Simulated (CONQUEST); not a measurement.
## Parameter sweep on Se (P3_121, 6 atoms in the cell; from Materials Project mp-14)

```
Se
1.0
    4.50482     0.00000     0.00000
    0.00000     7.80258     0.00000
    0.00000     0.00000     4.97880
Se
6
Cartesian
  0.98156   0.00000   1.65960
  4.01404   0.85005   3.31920
  1.76163   3.05124   0.00000
  3.23397   3.90129   1.65960
  1.76163   4.75134   3.31920
  4.01404   6.95253   0.00000
```

Base run A: PBE, numerical atomic orbitals double-zeta with polarisation (the shipped basis), PseudoDojo norm-conserving potentials made for PBE (CONQUEST), self-consistent single point.

Its settings: basis = DZP; Diag.MPMeshX, Y, Z = 5 3 5; potentials = PseudoDojo norm-conserving PBE; Grid.GridCutoff = 140 Ha; DM.SolutionMethod = diagon; Diag.kT = 0.000367 Ha; Diag.GammaCentred = true; minE.SCTolerance = 1.0e-06; SC.MaxIters = 100; SC.LinearMixingFactor = 0.3; AtomMove.TypeOfRun = static.

The program uses no crystal symmetry, so grid and mesh can part values that symmetry would make equal. The atom-centred basis is finite, which shifts total energies, pressures and forces against plane waves. The structure comes from a collection of computed structures, made at another level of theory; the collection holds predicted forms beside known ones.

ΔF is the free energy per atom less that of run A. 

A variant of run A gave: the free energy drops by 14.1 meV/atom, the pressure goes from 3.07 to 0.89 GPa and the largest force goes from 0.938 to 0.521 eV/Å.

**Question.** What was changed between the two runs?
A) volume scaled by 1.06
B) volume scaled by 0.99
C) volume scaled by 1.04
D) volume scaled by 0.98

**Answer.** C, volume scaled by 1.04. That run gave: ΔF (meV/atom) -14.1; pressure (GPa) 0.89; largest force (eV/Å) 0.521.

The base and the other variants:

```
change                 ΔF (meV/atom)  pressure (GPa)  largest force (eV/Å)
---------------------  -------------  --------------  --------------------
base                            0.00            3.07                 0.938
volume scaled by 0.94           54.9            7.25                 1.704
volume scaled by 0.96           31.5            5.70                 1.430
volume scaled by 0.98           13.3            4.31                 1.175
volume scaled by 0.99            6.1            3.64                 1.048
volume scaled by 1.01           -5.1            2.48                 0.823
volume scaled by 1.02           -9.0            1.93                 0.720
volume scaled by 1.06          -15.6           -0.01                 0.322
```
